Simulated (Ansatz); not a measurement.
Input for Ansatz (plane-wave DFT, PAW):

```yaml
crystal:
  lattice:
    - [2.2233869136, 1.283673033, 10.3988536286]
    - [-2.2233869136, 1.283673033, 10.3988536286]
    - [0.0, -2.5673460664, 10.3988536285]
  atoms:
    - { symbol: Bi, position: [0.3988764879, 0.3988764879, 0.3988764879] }
    - { symbol: Bi, position: [0.6011235121, 0.6011235121, 0.6011235121] }
    - { symbol: Te, position: [0.0, 0.0, 0.0] }
    - { symbol: Te, position: [0.2122276299, 0.2122276299, 0.2122276299] }
    - { symbol: Te, position: [0.7877723701, 0.7877723701, 0.7877723701] }
basis:
  ecutwfc: 420
kpoints:
  mp_grid: { grid: [12, 12, 12] }
hamiltonian:
  xc: pbesol
scf:
  occupations: { method: gaussian, width: 0.01 }
output:
  forces: true
  stress: true
  eigenvalues: true
relax:
  adjacent_minimum: "off"
  f_tol: 0.01
  max_steps: 30
  cell: { stress_tol: 0.1, fix: [volume] }
```

Launched with
```bash
ansatz run input.yaml --threads 2 --pin off --max-ram 5120MiB --backend cpu --events-out ev --progress --plain --runs-dir out
```

Computed with DFT PBEsol, scalar-relativistic, plane waves, PAW (Ansatz).

From the run's log, abridged (iterations and final results):

```
SCF iter   1: F=—  HF=-45189.604012 eV  |F-HF|=—  |Δ(HF+E_count)|=         —  Δρ=1.99e-3  dr2=1.39e-2  ethr=1.77e-3  ⟨swp⟩=8.8  Hψ=38593  notcnv=0
SCF iter   2: F=—  HF=-45189.596914 eV  |F-HF|=—  |Δ(HF+E_count)|=   7.10e-3  Δρ=1.04e-3  dr2=2.26e-3  ethr=1.78e-5  ⟨swp⟩=3.0  Hψ=17307  notcnv=0  defer=315
SCF iter   3: F=—  HF=-45189.596744 eV  |F-HF|=—  |Δ(HF+E_count)|=   1.70e-4  Δρ=3.77e-4  dr2=7.82e-4  ethr=2.89e-6  ⟨swp⟩=2.4  Hψ=15349  notcnv=0  defer=315
SCF iter   4: F=—  HF=-45189.596754 eV  |F-HF|=—  |Δ(HF+E_count)|=   9.67e-6  Δρ=1.79e-4  dr2=8.68e-5  ethr=1.00e-6  ⟨swp⟩=1.8  Hψ=9176  notcnv=0  defer=315
SCF iter   5: F=—  HF=-45189.596774 eV  |F-HF|=—  |Δ(HF+E_count)|=   2.07e-5  Δρ=6.78e-5  dr2=1.60e-5  ethr=1.11e-7  ⟨swp⟩=3.0  Hψ=16069  notcnv=0  defer=315
SCF iter   6: F=—  HF=-45189.596779 eV  |F-HF|=—  |Δ(HF+E_count)|=   4.46e-6  Δρ=1.75e-5  dr2=9.32e-7  ethr=2.05e-8  ⟨swp⟩=2.0  Hψ=10260  notcnv=0  defer=315
SCF iter   7: F=-45189.596780 eV  HF=-45189.596780 eV  |F-HF|=3.61e-8  |Δ(HF+E_count)|=   8.36e-7  Δρ=4.24e-6  dr2=5.47e-8  ethr=1.28e-10  ⟨swp⟩=9.9  Hψ=48365  notcnv=0
SCF 1 converged in 7 iterations: F = -45189.596780 eV  dr2 = 5.47e-8
relax step   1: F+E_penalty+E_count = -45189.59677961 eV  Δ(F+E_penalty+E_count) = +0.000e0 eV  max|allowed force component| = 1.874e-1 eV/Å  Δτ_max = 0.0000 Å  P = -2.115 GPa  Ω = 178.076 Å³  fix = [volume]  reactions: volume -2.115 GPa (7 SCF iters, dr2 threshold 1.00e-7 eV, accepted)
Initial density: handed on by an earlier stage of this run
Initial wavefunctions: those handed on with the density
SCF iter   1: F=—  HF=-45189.606109 eV  |F-HF|=—  |Δ(HF+E_count)|=         —  Δρ=1.27e-3  dr2=2.24e-3  ethr=2.69e-6  ⟨swp⟩=3.2  Hψ=50704  notcnv=0
SCF iter   2: F=—  HF=-45189.605660 eV  |F-HF|=—  |Δ(HF+E_count)|=   4.48e-4  Δρ=6.90e-4  dr2=6.60e-4  ethr=2.69e-6  ⟨swp⟩=2.8  Hψ=16029  notcnv=0
SCF iter   3: F=—  HF=-45189.605538 eV  |F-HF|=—  |Δ(HF+E_count)|=   1.23e-4  Δρ=1.02e-4  dr2=7.44e-5  ethr=8.46e-7  ⟨swp⟩=2.0  Hψ=11222  notcnv=0
SCF iter   4: F=—  HF=-45189.605523 eV  |F-HF|=—  |Δ(HF+E_count)|=   1.45e-5  Δρ=5.56e-5  dr2=2.60e-5  ethr=9.53e-8  ⟨swp⟩=2.3  Hψ=11995  notcnv=0
SCF iter   5: F=—  HF=-45189.605522 eV  |F-HF|=—  |Δ(HF+E_count)|=   1.68e-6  Δρ=2.14e-5  dr2=1.23e-6  ethr=3.34e-8  ⟨swp⟩=1.1  Hψ=8893  notcnv=0
SCF iter   6: F=-45189.605522 eV  HF=-45189.605522 eV  |F-HF|=1.75e-8  |Δ(HF+E_count)|=   3.16e-7  Δρ=5.21e-6  dr2=7.45e-8  ethr=6.41e-10  ⟨swp⟩=7.0  Hψ=38379  notcnv=0
SCF 2 converged in 6 iterations: F = -45189.605522 eV  dr2 = 7.45e-8
relax step   2: F+E_penalty+E_count = -45189.60552188 eV  Δ(F+E_penalty+E_count) = -8.742e-3 eV  max|allowed force component| = 6.743e-2 eV/Å  Δτ_max = 0.0587 Å  P = -1.487 GPa  Ω = 178.076 Å³  energy of the carried Pulay correction = -1.422e-17 eV  fix = [volume]  reactions: volume -1.487 GPa (6 SCF iters, dr2 threshold 5.00e-7 eV, accepted)
Basis set: ecut = 420 eV, 3533 PW (Γ), FFT grids on a1−a3, a2−a3, a3, exchange–correlation on 60×60×144 points (8 copies of the dense FFT grid, shifted against one another)
SCF iter   1: F=—  HF=-45189.609149 eV  |F-HF|=—  |Δ(HF+E_count)|=         —  Δρ=4.65e-4  dr2=7.79e-4  ethr=1.02e-6  ⟨swp⟩=3.2  Hψ=49657  notcnv=0
SCF iter   2: F=—  HF=-45189.609070 eV  |F-HF|=—  |Δ(HF+E_count)|=   7.83e-5  Δρ=3.00e-4  dr2=2.05e-4  ethr=9.99e-7  ⟨swp⟩=1.1  Hψ=8956  notcnv=0
SCF iter   3: F=—  HF=-45189.609050 eV  |F-HF|=—  |Δ(HF+E_count)|=   2.09e-5  Δρ=1.43e-4  dr2=6.34e-5  ethr=2.62e-7  ⟨swp⟩=1.5  Hψ=9244  notcnv=0
SCF iter   4: F=—  HF=-45189.609047 eV  |F-HF|=—  |Δ(HF+E_count)|=   2.25e-6  Δρ=2.29e-5  dr2=1.03e-6  ethr=8.13e-8  ⟨swp⟩=2.0  Hψ=10548  notcnv=0
SCF iter   5: F=-45189.609048 eV  HF=-45189.609048 eV  |F-HF|=4.25e-8  |Δ(HF+E_count)|=   6.72e-7  Δρ=8.13e-6  dr2=1.15e-7  ethr=3.64e-10  ⟨swp⟩=7.8  Hψ=42502  notcnv=0
SCF 3 converged in 5 iterations: F = -45189.609048 eV  dr2 = 1.15e-7
relax step   3: F+E_penalty+E_count = -45189.60904802 eV  Δ(F+E_penalty+E_count) = -3.526e-3 eV  max|allowed force component| = 5.282e-3 eV/Å  Δτ_max = 0.0153 Å  P = -1.401 GPa  Ω = 178.076 Å³  energy of the carried Pulay correction = -1.422e-17 eV  fix = [volume]  reactions: volume -1.401 GPa (5 SCF iters, dr2 threshold 2.84e-7 eV, accepted)
Basis set: ecut = 420 eV, 3515 PW (Γ), FFT grids on a1−a3, a2−a3, a3, exchange–correlation on 60×60×144 points (8 copies of the dense FFT grid, shifted against one another)
SCF iter   1: F=—  HF=-45189.610886 eV  |F-HF|=—  |Δ(HF+E_count)|=         —  Δρ=5.82e-4  dr2=4.73e-4  ethr=5.75e-7  ⟨swp⟩=3.2  Hψ=52960  notcnv=0
SCF iter   2: F=—  HF=-45189.610854 eV  |F-HF|=—  |Δ(HF+E_count)|=   3.26e-5  Δρ=3.39e-4  dr2=1.77e-4  ethr=5.75e-7  ⟨swp⟩=1.0  Hψ=8883  notcnv=0
SCF iter   3: F=—  HF=-45189.610858 eV  |F-HF|=—  |Δ(HF+E_count)|=   4.16e-6  Δρ=7.03e-5  dr2=9.33e-5  ethr=2.27e-7  ⟨swp⟩=2.0  Hψ=10435  notcnv=0
SCF iter   4: F=—  HF=-45189.610855 eV  |F-HF|=—  |Δ(HF+E_count)|=   2.87e-6  Δρ=3.28e-5  dr2=1.99e-6  ethr=1.20e-7  ⟨swp⟩=1.2  Hψ=8961  notcnv=0
SCF iter   5: F=—  HF=-45189.610856 eV  |F-HF|=—  |Δ(HF+E_count)|=   7.33e-7  Δρ=7.89e-6  dr2=1.46e-7  ethr=2.56e-9  ⟨swp⟩=2.0  Hψ=11449  notcnv=0
SCF iter   6: F=-45189.610856 eV  HF=-45189.610856 eV  |F-HF|=7.47e-9  |Δ(HF+E_count)|=   6.71e-8  Δρ=2.27e-6  dr2=9.33e-9  ethr=1.21e-10  ⟨swp⟩=5.9  Hψ=34020  notcnv=0
SCF 4 converged in 6 iterations: F = -45189.610856 eV  dr2 = 9.33e-9
relax step   4: F+E_penalty+E_count = -45189.61085564 eV  Δ(F+E_penalty+E_count) = -1.808e-3 eV  max|allowed force component| = 1.495e-2 eV/Å  Δτ_max = 0.0198 Å  P = -1.211 GPa  Ω = 178.076 Å³  fix = [volume]  reactions: volume -1.211 GPa (6 SCF iters, dr2 threshold 9.40e-8 eV, accepted)
SCF iter   1: F=—  HF=-45189.610909 eV  |F-HF|=—  |Δ(HF+E_count)|=         —  Δρ=5.79e-5  dr2=4.84e-5  ethr=6.78e-8  ⟨swp⟩=3.0  Hψ=44602  notcnv=0
SCF iter   2: F=—  HF=-45189.610910 eV  |F-HF|=—  |Δ(HF+E_count)|=   7.21e-7  Δρ=3.76e-5  dr2=7.26e-6  ethr=6.21e-8  ⟨swp⟩=1.5  Hψ=9392  notcnv=0
SCF iter   3: F=—  HF=-45189.610904 eV  |F-HF|=—  |Δ(HF+E_count)|=   5.87e-6  Δρ=1.86e-5  dr2=1.31e-6  ethr=9.31e-9  ⟨swp⟩=1.8  Hψ=11288  notcnv=0
SCF iter   4: F=—  HF=-45189.610904 eV  |F-HF|=—  |Δ(HF+E_count)|=   2.29e-7  Δρ=5.74e-6  dr2=1.15e-7  ethr=1.68e-9  ⟨swp⟩=2.0  Hψ=11044  notcnv=0
SCF iter   5: F=-45189.610904 eV  HF=-45189.610904 eV  |F-HF|=1.30e-9  |Δ(HF+E_count)|=   9.45e-9  Δρ=1.28e-6  dr2=4.07e-9  ethr=1.79e-11  ⟨swp⟩=4.0  Hψ=38582  notcnv=0
SCF 5 converged in 5 iterations: F = -45189.610904 eV  dr2 = 4.07e-9
relax step   5: F+E_penalty+E_count = -45189.61090361 eV  Δ(F+E_penalty+E_count) = -4.798e-5 eV  max|allowed force component| = 1.331e-3 eV/Å  Δτ_max = 0.0017 Å  P = -1.185 GPa  Ω = 178.076 Å³  energy of the carried Pulay correction = +9.480e-18 eV  fix = [volume]  reactions: volume -1.185 GPa (5 SCF iters, dr2 threshold 1.40e-8 eV, accepted)
Basis set: ecut = 420 eV, 3515 PW (Γ), FFT grids on a1−a3, a2−a3, a3, exchange–correlation on 60×60×150 points (8 copies of the dense FFT grid, shifted against one another)
Initial wavefunctions: pseudopotential atomic-orbital guess (no wavefunctions were taken with the density)
SCF iter   1: F=—  HF=-45189.610481 eV  |F-HF|=—  |Δ(HF+E_count)|=         —  Δρ=1.47e-4  dr2=8.74e-7  ethr=3.27e-7  ⟨swp⟩=4.1  Hψ=64312  notcnv=0
SCF iter   2: F=—  HF=-45189.610826 eV  |F-HF|=—  |Δ(HF+E_count)|=   3.46e-4  Δρ=7.42e-5  dr2=2.23e-7  ethr=1.12e-9  ⟨swp⟩=2.4  Hψ=16619  notcnv=0
SCF iter   3: F=—  HF=-45189.610900 eV  |F-HF|=—  |Δ(HF+E_count)|=   7.35e-5  Δρ=3.35e-6  dr2=4.00e-8  ethr=2.85e-10  ⟨swp⟩=2.1  Hψ=11523  notcnv=0
SCF iter   4: F=—  HF=-45189.610900 eV  |F-HF|=—  |Δ(HF+E_count)|=   8.86e-8  Δρ=7.76e-7  dr2=1.97e-9  ethr=5.13e-11  ⟨swp⟩=2.3  Hψ=14078  notcnv=0
SCF iter   5: F=-45189.610900 eV  HF=-45189.610900 eV  |F-HF|=1.60e-10  |Δ(HF+E_count)|=   2.91e-9  Δρ=2.69e-7  dr2=1.82e-10  ethr=1.00e-12  ⟨swp⟩=3.4  Hψ=38547  notcnv=0
SCF 6 converged in 5 iterations: F = -45189.610900 eV  dr2 = 1.82e-10
SCF converged after 5 iterations
Free energy (F): -45189.610900 eV
Harris-Foulkes:  -45189.610900 eV  (|F-HF|=1.60e-10)
Internal energy: -45189.610900 eV  (E = F + TS)
E sigma→0 (E₀):  -45189.610900 eV
Fermi energy:    8.412845 eV
--- Per-component energies (eV) ---
  E_band       = -1052.526117
  E_kinetic    = 1144.248247
  E_local      = -7332.286675  (includes V_loc(G=0)·N_el)
  E_nonlocal   = 202.830526
  E_hartree    = 3624.110159
  E_xc         = -670.652941
  E_vxc        = -600.455264  (∫ρ·V_xc dr)
  E_paw        = -34772.517535  (= ΣΔE_a)
  E_vpaw       = -1715.082459  (= ΣTr[D̂ρ^β])
  E_aug_tail   = -0.001503  (compensation charges beyond the density's cutoff)
  E_ewald      = -7386.645128
  E_core_change = 1.303950  (= ΣΔE_core)
  E_smearing   =  0.000000  (= −TS)
--- Forces (eV/Å), atoms counted from 1 ---
  atom   1  Bi     0.00000000     0.00000000    -0.00134584
  atom   2  Bi     0.00000000     0.00000000     0.00134584
  atom   3  Te     0.00000000     0.00000000     0.00000000
  atom   4  Te     0.00000000     0.00000000     0.00012208
  atom   5  Te     0.00000000     0.00000000    -0.00012208
--- Stress (GPa, compression-positive) ---
       -1.185479       0.000000       0.000000
        0.000000      -1.185479       0.000000
        0.000000       0.000000      -1.183481
  P = ⅓ Tr σ = -1.1848 GPa (-11.848 kbar)
--- Band table (eV; the first three rows and the last of 189) ---
  k-point 0: bands = ["-28.1291", "-28.1291", "-28.1286", "-28.1286", "-28.1178", "-28.1178", "-28.1166", "-28.1166", "-28.1118", "-28.1118", "-28.0095", "-28.0040", "-28.0040", "-27.9753", "-27.9753", "-14.7002", "-14.7002", "-14.6985", "-14.6985", "-14.6907", "-14.6895", "-14.6871", "-14.6871", "-14.6857", "-14.6857", "-4.8040", "-4.2052", "-2.7439", "-0.5868", "0.1362", "6.2812", "6.3797", "6.6895", "6.6895", "6.8462", "6.8462", "7.5363", "7.5363", "8.1930", "8.6327", "9.2208", "9.2208", "10.2122", "10.4535", "10.4535", "13.2939", "14.1251"]
  k-point 1: bands = ["-28.1291", "-28.1290", "-28.1286", "-28.1286", "-28.1179", "-28.1178", "-28.1167", "-28.1166", "-28.1118", "-28.1117", "-28.0094", "-28.0040", "-28.0040", "-27.9753", "-27.9752", "-14.7009", "-14.6996", "-14.6990", "-14.6978", "-14.6902", "-14.6891", "-14.6874", "-14.6871", "-14.6860", "-14.6855", "-4.7444", "-4.1520", "-2.7059", "-0.6240", "0.0633", "5.8418", "5.9306", "6.4316", "6.7862", "6.8996", "7.0336", "7.3269", "7.4571", "7.8615", "9.1310", "9.4613", "9.5841", "10.2063", "10.4615", "10.5337", "13.2501", "13.5866"]
  k-point 2: bands = ["-28.1290", "-28.1288", "-28.1286", "-28.1283", "-28.1179", "-28.1179", "-28.1167", "-28.1166", "-28.1117", "-28.1116", "-28.0093", "-28.0041", "-28.0040", "-27.9752", "-27.9750", "-14.7027", "-14.7006", "-14.6980", "-14.6963", "-14.6896", "-14.6882", "-14.6876", "-14.6866", "-14.6862", "-14.6849", "-4.5673", "-3.9962", "-2.5983", "-0.7539", "-0.1499", "5.2048", "5.4065", "5.9669", "6.0708", "6.6368", "7.1551", "7.3178", "7.4661", "7.7922", "9.4903", "9.7017", "9.8512", "10.4168", "10.5837", "11.2604", "12.7226", "13.5271"]
  k-point 188: bands = ["-28.1291", "-28.1291", "-28.1286", "-28.1286", "-28.1178", "-28.1178", "-28.1166", "-28.1166", "-28.1118", "-28.1118", "-28.0095", "-28.0040", "-28.0040", "-27.9753", "-27.9753", "-14.7002", "-14.7002", "-14.6985", "-14.6985", "-14.6907", "-14.6895", "-14.6871", "-14.6871", "-14.6857", "-14.6857", "-4.7396", "-4.3432", "-2.5079", "-1.0525", "0.4882", "5.8298", "6.6418", "6.6418", "6.8669", "6.9720", "6.9720", "7.3991", "7.3991", "7.9050", "8.9453", "9.4761", "9.4761", "10.0746", "10.1992", "10.1992", "13.3171", "14.0903"]
--- Relaxed structure (5 steps of the walk, 5 accepted, 1 SCFs on fresh bases) ---
  F+E_penalty+E_count = -45189.61090009 eV   max|allowed force component| = 1.346e-3 eV/Å   (the final SCF, on the basis selected at the relaxed cell)
  cell:  # Å, volume = 178.0763 Å³
    - [2.20616154, 1.27372796, 10.56187281]
    - [-2.20616154, 1.27372796, 10.56187281]
    - [0.0, -2.54745592, 10.56187281]
  atoms:
    - { symbol: Bi, position: [0.39743982, 0.39743982, 0.39743982] }
    - { symbol: Bi, position: [0.60256017, 0.60256017, 0.60256017] }
    - { symbol: Te, position: [0.0, 0.0, 0.0] }
    - { symbol: Te, position: [0.21519940, 0.21519940, 0.21519940] }
    - { symbol: Te, position: [0.78480059, 0.78480059, 0.78480059] }
```

The relaxation met its thresholds.

Time: 3.9 min on 2 threads of Intel(R) Xeon(R) Platinum 8259CL CPU @ 2.50GHz (Skylake/Cascade Lake) (shared host), peak memory 1.3 GiB.

Spin–orbit coupling is left out, which can shift energies with elements as heavy as these.